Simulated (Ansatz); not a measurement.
Level of theory: Ansatz 0.2.0, DFT r2SCAN, scalar-relativistic, plane waves, PAW.

Structure of HfGeS:

```yaml
crystal:
  lattice:
    - [3.61778, 0.00000, 0.00000]
    - [0.00000, 3.61778, 0.00000]
    - [0.00000, 0.00000, 7.96335]
  atoms:
    - { symbol: Hf, position: [0.00000, 0.50000, 0.27348] }
    - { symbol: Hf, position: [0.50000, 0.00000, 0.72652] }
    - { symbol: Ge, position: [0.00000, 0.00000, 0.00000] }
    - { symbol: Ge, position: [0.50000, 0.50000, 0.00000] }
    - { symbol: S, position: [0.00000, 0.50000, 0.61996] }
    - { symbol: S, position: [0.50000, 0.00000, 0.38004] }
```

Settings: cutoff 500 eV, Γ-centred mesh 10×10×6 on the computed 6-atom cell, Gaussian smearing of 0.10 eV; no spin polarisation.

Levels along Γ–X–M–Γ–Z–R–A–Z | X–R | M–A, in eV from the Fermi level, sorted by energy at each point. Points in fractions of the primitive reciprocal vectors: Γ (0.000 0.000 0.000), X (0.000 0.500 0.000), M (0.500 0.500 0.000), Z (0.000 0.000 0.500), R (0.000 0.500 0.500), A (0.500 0.500 0.500).
| point | k (1/Å, with 2π) | band 43 | band 44 | band 45 | band 46 | band 47 | band 48 | band 49 |
| --- | --- | --- | --- | --- | --- | --- | --- | --- |
| Γ | 0.000 | -2.88 | -2.88 | -2.56 | -1.76 | -0.23 | 0.51 | 1.22 |
| - | 0.124 | -3.00 | -2.90 | -2.27 | -1.75 | 0.04 | 0.66 | 1.02 |
| - | 0.248 | -3.09 | -2.34 | -1.95 | -1.76 | 0.46 | 0.84 | 0.90 |
| - | 0.372 | -2.84 | -1.93 | -1.73 | -1.67 | 0.60 | 0.82 | 0.84 |
| - | 0.496 | -2.46 | -2.06 | -1.71 | -1.10 | 0.63 | 0.71 | 1.14 |
| - | 0.620 | -2.28 | -1.98 | -1.90 | -0.49 | 0.39 | 0.84 | 1.32 |
| - | 0.744 | -2.42 | -2.15 | -1.40 | -0.14 | 0.09 | 0.88 | 1.53 |
| X | 0.868 | -2.37 | -2.37 | -0.77 | -0.77 | 0.59 | 0.59 | 1.88 |
| - | 0.992 | -2.38 | -2.38 | -1.38 | -1.38 | 1.06 | 1.06 | 1.87 |
| - | 1.117 | -2.52 | -2.52 | -2.35 | -2.35 | 1.56 | 1.56 | 1.97 |
| - | 1.240 | -3.54 | -3.54 | -2.51 | -2.51 | 1.60 | 1.60 | 2.43 |
| - | 1.365 | -4.41 | -4.41 | -2.62 | -2.62 | 1.70 | 1.70 | 2.82 |
| - | 1.489 | -4.59 | -4.59 | -2.73 | -2.73 | 1.97 | 1.97 | 3.08 |
| - | 1.613 | -4.63 | -4.63 | -2.79 | -2.79 | 2.40 | 2.40 | 3.20 |
| M | 1.737 | -4.64 | -4.64 | -2.82 | -2.82 | 2.89 | 2.89 | 2.96 |
| - | 1.912 | -4.62 | -4.61 | -2.80 | -2.73 | 1.93 | 2.53 | 3.11 |
| - | 2.088 | -4.44 | -3.93 | -2.69 | -2.49 | 1.47 | 1.94 | 2.92 |
| - | 2.263 | -4.19 | -2.47 | -2.12 | -2.00 | 1.15 | 1.67 | 2.35 |
| - | 2.438 | -4.05 | -2.15 | -1.75 | -0.24 | 0.10 | 1.60 | 1.70 |
| - | 2.614 | -3.85 | -1.84 | -1.66 | -1.12 | 0.66 | 1.01 | 1.16 |
| - | 2.789 | -3.36 | -2.38 | -2.06 | -1.75 | 0.34 | 0.71 | 0.92 |
| Γ | 2.965 | -2.88 | -2.88 | -2.56 | -1.76 | -0.23 | 0.51 | 1.22 |
| - | 3.021 | -2.88 | -2.88 | -2.58 | -1.84 | -0.20 | 0.53 | 1.22 |
| - | 3.078 | -2.88 | -2.88 | -2.62 | -2.06 | -0.12 | 0.61 | 1.22 |
| - | 3.134 | -2.88 | -2.88 | -2.69 | -2.38 | -0.01 | 0.74 | 1.23 |
| - | 3.190 | -2.88 | -2.88 | -2.76 | -2.76 | 0.11 | 0.90 | 1.24 |
| - | 3.247 | -3.18 | -2.87 | -2.87 | -2.82 | 0.23 | 1.07 | 1.24 |
| - | 3.303 | -3.32 | -2.87 | -2.87 | -2.86 | 0.31 | 1.23 | 1.25 |
| Z | 3.359 | -3.32 | -2.87 | -2.87 | -2.87 | 0.34 | 1.25 | 1.29 |
| - | 3.483 | -3.16 | -2.98 | -2.71 | -2.66 | 0.59 | 1.03 | 1.07 |
| - | 3.607 | -3.36 | -3.01 | -2.31 | -2.00 | 0.51 | 0.75 | 1.14 |
| - | 3.732 | -3.39 | -2.71 | -1.95 | -1.34 | 0.15 | 0.55 | 1.24 |
| - | 3.856 | -3.23 | -2.29 | -1.84 | -0.69 | 0.20 | 0.46 | 1.22 |
| - | 3.980 | -3.00 | -1.97 | -1.75 | -0.06 | 0.39 | 0.48 | 1.50 |
| - | 4.104 | -2.74 | -2.19 | -1.13 | 0.10 | 0.46 | 0.69 | 1.67 |
| R | 4.228 | -2.46 | -2.46 | -0.47 | -0.47 | 0.71 | 0.71 | 1.82 |
| - | 4.352 | -2.56 | -2.56 | -1.03 | -1.03 | 1.08 | 1.08 | 1.71 |
| - | 4.476 | -2.90 | -2.90 | -1.91 | -1.91 | 1.20 | 1.20 | 2.03 |
| - | 4.600 | -3.51 | -3.51 | -2.54 | -2.54 | 1.23 | 1.23 | 2.49 |
| - | 4.724 | -4.03 | -4.03 | -2.89 | -2.89 | 1.39 | 1.39 | 2.66 |
| - | 4.848 | -4.22 | -4.22 | -3.03 | -3.03 | 1.57 | 1.57 | 2.57 |
| - | 4.972 | -4.32 | -4.32 | -3.01 | -3.01 | 1.54 | 1.54 | 2.68 |
| A | 5.096 | -4.38 | -4.38 | -2.98 | -2.98 | 1.46 | 1.46 | 2.98 |
| - | 5.271 | -4.39 | -4.17 | -3.16 | -2.91 | 1.56 | 1.60 | 2.51 |
| - | 5.447 | -4.45 | -3.41 | -3.24 | -2.74 | 1.54 | 1.55 | 2.43 |
| - | 5.622 | -4.12 | -3.15 | -2.48 | -1.95 | 1.58 | 1.65 | 1.75 |
| - | 5.798 | -3.54 | -3.21 | -2.25 | -0.59 | 0.50 | 1.61 | 1.73 |
| - | 5.973 | -3.30 | -3.25 | -2.26 | -0.83 | 0.13 | 1.22 | 1.22 |
| - | 6.149 | -3.17 | -3.12 | -2.61 | -2.21 | 0.70 | 0.85 | 1.25 |
| Z | 6.324 | -3.32 | -2.87 | -2.87 | -2.87 | 0.34 | 1.25 | 1.29 |
| X | 6.324 | -2.37 | -2.37 | -0.77 | -0.77 | 0.59 | 0.59 | 1.88 |
| - | 6.380 | -2.37 | -2.37 | -0.76 | -0.76 | 0.59 | 0.59 | 1.92 |
| - | 6.437 | -2.38 | -2.38 | -0.72 | -0.72 | 0.59 | 0.59 | 2.04 |
| - | 6.493 | -2.40 | -2.40 | -0.67 | -0.67 | 0.61 | 0.61 | 2.20 |
| - | 6.550 | -2.42 | -2.42 | -0.60 | -0.60 | 0.64 | 0.64 | 2.18 |
| - | 6.606 | -2.44 | -2.44 | -0.54 | -0.54 | 0.68 | 0.68 | 1.99 |
| - | 6.662 | -2.46 | -2.46 | -0.49 | -0.49 | 0.70 | 0.70 | 1.86 |
| R | 6.719 | -2.46 | -2.46 | -0.47 | -0.47 | 0.71 | 0.71 | 1.82 |
| M | 6.719 | -4.64 | -4.64 | -2.82 | -2.82 | 2.89 | 2.89 | 2.96 |
| - | 6.775 | -4.64 | -4.64 | -2.83 | -2.83 | 2.90 | 2.90 | 2.96 |
| - | 6.831 | -4.63 | -4.63 | -2.85 | -2.85 | 2.85 | 2.85 | 2.93 |
| - | 6.888 | -4.61 | -4.61 | -2.88 | -2.88 | 2.42 | 2.42 | 2.97 |
| - | 6.944 | -4.60 | -4.60 | -2.91 | -2.91 | 2.03 | 2.03 | 2.98 |
| - | 7.000 | -4.53 | -4.53 | -2.94 | -2.94 | 1.73 | 1.73 | 2.98 |
| - | 7.057 | -4.42 | -4.42 | -2.97 | -2.97 | 1.53 | 1.53 | 2.98 |
| A | 7.113 | -4.38 | -4.38 | -2.98 | -2.98 | 1.46 | 1.46 | 2.98 |

Spin-orbit coupling is left out, which matters for the bands of heavy elements.

Cost: 1 run of about 4.4 core-minutes, on Arm Neoverse V2 (shared hosts).